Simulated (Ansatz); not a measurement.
ZnCu$_{2}$SiTe$_{4}$, first-principles data

ZnCu$_{2}$SiTe$_{4}$:
```yaml
crystal:
  lattice:
    - [-2.93910, 2.93910, 5.83194]
    - [2.93910, -2.93910, 5.83194]
    - [2.93910, 2.93910, -5.83194]
  atoms:
    - { symbol: Zn, position: [0.00000, 0.00000, 0.00000] }
    - { symbol: Si, position: [0.50000, 0.50000, 0.00000] }
    - { symbol: Cu, position: [0.75000, 0.25000, 0.50000] }
    - { symbol: Cu, position: [0.25000, 0.75000, 0.50000] }
    - { symbol: Te, position: [0.38698, 0.87534, 0.00000] }
    - { symbol: Te, position: [0.12466, 0.12466, 0.51163] }
    - { symbol: Te, position: [0.87534, 0.38698, 0.00000] }
    - { symbol: Te, position: [0.61302, 0.61302, 0.48837] }
```

Space group I-42m (No. 121); conventional cell a = b = 5.8782 Å, c = 11.6639 Å, α = β = γ = 90.00°.

Method: plane-wave PAW LDA (Ansatz code). The cell and atoms are relaxed at this level. Other levels are named where they apply.

### Cell and energy

```yaml
volume_per_atom: 25.19 Å³
density: 6.02 g/cm³
Formation energy from the elements (no fitted shifts): -0.13 eV/atom
```

### Electronic structure

```yaml
band_gap: 0.18 eV (indirect)
valence_band_maximum: at Γ
conduction_band_minimum: at X (2 equivalent valleys)
smallest_direct_gap_on_the_standard_path: 0.27 eV
electron_effective_mass: 0.13, 0.20, 0.22 mₑ (principal values)
Hole effective mass, band 1 of 2 at the edge: 0.38 along x, 0.33 along z (mₑ)
Hole effective mass, band 2 of 2 at the edge: 0.046 along x, 0.33 along z (mₑ)
```

### Mechanics

```yaml
Bulk modulus (Birch–Murnaghan fit): 64.4 GPa
Pressure derivative B′: 4.8
Elastic constants (relaxed ions, GPa): C11 = 89.0, C12 = 51.2, C13 = 52.8, C33 = 88.7, C44 = 39.5, C66 = 38.2
mechanical_stability: stable (all eigenvalues of C positive)
hill_bulk_and_shear_moduli: 64.4 and 28.8 GPa
Young's modulus: 75.3 GPa
Poisson's ratio: 0.31
debye_temperature_from_the_elastic_constants: 248 K
```

### Phonons

```yaml
Highest zone-centre frequency (without LO–TO term): 350 cm^-1
zone_centre_stability: no imaginary mode at Γ
```

The workflow started from a Materials Project entry (that database holds measured and hypothetical structures alike); the Crystallography Open Database copy checked does not list it. Whether it is the stable phase at ambient conditions was not checked. Symmetry was held in the LDA relaxation. No spin polarisation was allowed. The references are the lowest solids computed at this level, not always the standard phases. Spin–orbit coupling is left out wherever it is not named.

Potentials: the later of the program's two PAW sets.
